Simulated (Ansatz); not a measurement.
input.yaml (Ansatz)

```yaml
crystal:
  lattice:
    - [-4.0858115644, 4.0864014114, 1.6925615567]
    - [4.0864014114, -4.0858115644, 1.6925615567]
    - [2.2091896232, 2.2091896232, -1.691481251]
  atoms:
    - { symbol: Yb, position: [4.1093e-06, 0.9999958907, 1.0] }
    - { symbol: Yb, position: [0.7499958907, 0.2500041093, 0.5] }
hamiltonian:
  xc: r2scan
  pseudopotentials:
    kind: paw
    azcp:
      Yb: "pseudopotentials/Yb.paw.azcp"
basis:
  ecutwfc: 500
  fft_grid_basis: typed
kpoints:
  mp_grid: { grid: [12, 12, 11], shift: [0, 0, 0] }
magnetization:
  spin_polarized: false
scf:
  occupations: { method: fermi_dirac, width: 0.1 }
  lower_state_search: "off"
output:
  stress: true
```

Terminal output

```
band count auto-derived: 30, from the close of a first SCF at 29 (N_el = 48.0; filled up to band 24; 29 by the electrons, moments and atoms)
Engine: ansatz 0.2.0, x86_64-unknown-linux-gnu
Pseudopotentials: kind: paw
Pseudopotential: Yb, paw, valence charge 24, recommended cutoff 500 eV (meta_gga) 
Functional definition: r2SCAN
  parameter k0 = 0.174
  parameter k1 = 0.065
  parameter a1 = 4.9479
  exchange = r2scan_x(k0 = k0, k1 = k1, a1 = a1)
  correlation = r2scan_c
Crystal: 2 atoms, lattice volume = 61.123 Å³
Basis set: ecut = 500 eV, 1557 PW (Γ), exchange–correlation on 180×180×108 points (64 copies of the dense FFT grid, shifted against one another)
Bands: 29, of which v1, the nominal top of the filled ones, is band 24 counted from 1 (23 counted from 0)
Symmetry: 4 space group operations
Space group: C2/c (ITA 15), of the structure as read, at distance tolerance 3.9e-5 Å
k-points: 433 of 1584
Non-local potential: Yb, projectors of the file, l = 0: 3, l = 1: 2, l = 2: 2, l = 3: 3
PAW form: soft (Blöchl's): semilocal exchange-correlation on the pseudo side does not see the compensation charge
PAW frozen core: Yb, regenerated for the run's functional (the file was generated under x = pbe(κ = 0.804, μ = 0.2195149727645171), c = pbe(β = 0.06672455060314922))
PAW one-centre angular grid: Yb, 2702 points (default); XC on 160 Gauss nodes
Initial density: superposition of atomic densities (neutral atoms: chi_scale 0, normalization atom), corrected by the library's trained network
Initial wavefunctions: pseudopotential atomic-orbital guess
Functional: x = r2scan, c = r2scan; τ floored in thin density (d = 2e-4 eV/Å³)
SCF iter   1: F=-27610.186863 eV  HF=-27611.698132 eV  |F-HF|=1.51e0  |Δ(HF+E_count)|=         —  Δρ=4.24e-2  dr2=9.11e-1  dr2_τ=5.99e-3  ethr=1.77e-3  ⟨swp⟩=5.3  Hψ=52968  notcnv=0
SCF iter   2: F=-27552.231722 eV  HF=-27614.074968 eV  |F-HF|=6.18e1  |Δ(HF+E_count)|=    2.38e0  Δρ=2.94e-1  dr2=4.12e1  dr2_τ=8.33e-2  ethr=1.77e-3  ⟨swp⟩=5.2  Hψ=38341  notcnv=0  defer=338  recentre
SCF iter   3: F=-27611.009072 eV  HF=-27611.654124 eV  |F-HF|=6.45e-1  |Δ(HF+E_count)|=    2.42e0  Δρ=2.73e-2  dr2=3.77e-1  dr2_τ=8.01e-4  ethr=1.77e-3  ⟨swp⟩=3.7  Hψ=38034  notcnv=0
SCF iter   4: F=-27611.606957 eV  HF=-27611.603528 eV  |F-HF|=3.43e-3  |Δ(HF+E_count)|=   5.06e-2  Δρ=3.94e-3  dr2=6.44e-3  dr2_τ=5.75e-4  ethr=7.86e-4  ⟨swp⟩=2.0  Hψ=25713  notcnv=0
SCF iter   5: F=-27611.607835 eV  HF=-27611.607125 eV  |F-HF|=7.11e-4  |Δ(HF+E_count)|=   3.60e-3  Δρ=1.94e-3  dr2=2.23e-3  dr2_τ=6.31e-5  ethr=1.34e-5  ⟨swp⟩=2.8  Hψ=25788  notcnv=0
SCF iter   6: F=-27611.603609 eV  HF=-27611.608519 eV  |F-HF|=4.91e-3  |Δ(HF+E_count)|=   1.39e-3  Δρ=3.29e-3  dr2=5.83e-3  dr2_τ=1.63e-5  ethr=4.64e-6  ⟨swp⟩=2.7  Hψ=24068  notcnv=0  recentre
SCF iter   7: F=-27611.584367 eV  HF=-27611.609620 eV  |F-HF|=2.53e-2  |Δ(HF+E_count)|=   1.10e-3  Δρ=6.36e-3  dr2=2.01e-2  dr2_τ=1.62e-5  ethr=4.64e-6  ⟨swp⟩=2.0  Hψ=20379  notcnv=0
Error: SIGTERM received: cancelled by the caller after 7 completed SCF iterations
```

The run was cut off at its time limit.
